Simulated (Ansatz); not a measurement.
SrVO₃, one cell by several methods

```
CELL_PARAMETERS angstrom
3.84090 0.00000 0.00000
0.00000 3.84090 0.00000
0.00000 0.00000 3.84090
ATOMIC_POSITIONS crystal
Sr 0.50000 0.50000 0.50000
V 0.00000 0.00000 0.00000
O 0.50000 0.00000 0.00000
O 0.00000 0.50000 0.00000
O 0.00000 0.00000 0.50000
```

Atom numbers follow the list: Sr1, V2, O3, O4, O5.

The conventional cell has a = 3.841 Å, b = 3.841 Å, c = 3.841 Å, α = 90.00°, β = 90.00°, γ = 90.00°. Around Sr (atom 1) lie 12 O at 2.72 Å. V (atom 2) has 6 O at 1.92 Å as nearest neighbours. Around O (atom 3) lie 2 V at 1.92 Å.

The cell is COD entry 1512117, as deposited and not checked against the literature; nothing was relaxed.

Semilocal functionals without U often leave such compounds metallic or with too small a gap, and the real magnetic order may differ.

Levels of theory: DFT, PBE, PAW with Ansatz's default frozen-core files, scalar-relativistic (Ansatz 0.2.0); DFT, PBE, all-electron PAW with datasets made for the crystal, scalar-relativistic (Ansatz 0.2.0); DFT, PBE, all-electron LAPW, scalar-relativistic (Ansatz 0.2.0).

For PAW: a Γ-centred 7×7×7 k mesh, Fermi–Dirac smearing of 0.05 eV, cutoff 420 eV, spin-polarised from start moments V2 1.5 μB (the moments died away, and the run ended non-magnetic). The crystal-made all-electron datasets (AE datasets) take a cutoff of 560 eV at this cell. LAPW targets a basis error of 0.5 meV/atom. The Ansatz runs share mesh, smearing and spin set-up. Plane-wave (PAW) pressures include the program's estimate of the Pulay term.

Stress and pressure are positive in compression.

No spin–orbit coupling: at heavy atoms the gradients can be off by tens of per cent for that reason.

In a metal, gradients converge slowly with the k mesh: the values move by tens of per cent from one mesh to another, at times in sign, so only the comparison on one mesh counts.

Levels count from the Fermi level.

```csv
quantity,PAW,AE datasets,LAPW
pressure (GPa),?,2.31,2.31
highest filled level at M (eV),-2.066,-2.059,-2.059
lowest empty level at M (eV),1.038,1.041,1.041
highest filled level at X (eV),-0.741,-0.742,-0.742
lowest empty level at X (eV),1.057,1.060,1.060
field gradient Vzz at O3 (10²¹ V/m²),?,?,–
```

Problem. Give the missing entry: row "pressure (GPa)", column "PAW".

Solution. 2.37.

Problem. What belongs in the row "field gradient Vzz at O3 (10²¹ V/m²)", column "AE datasets"?

Solution. 3.07.

Problem. Give the missing entry: row "field gradient Vzz at O3 (10²¹ V/m²)", column "PAW".

Solution. 3.19.
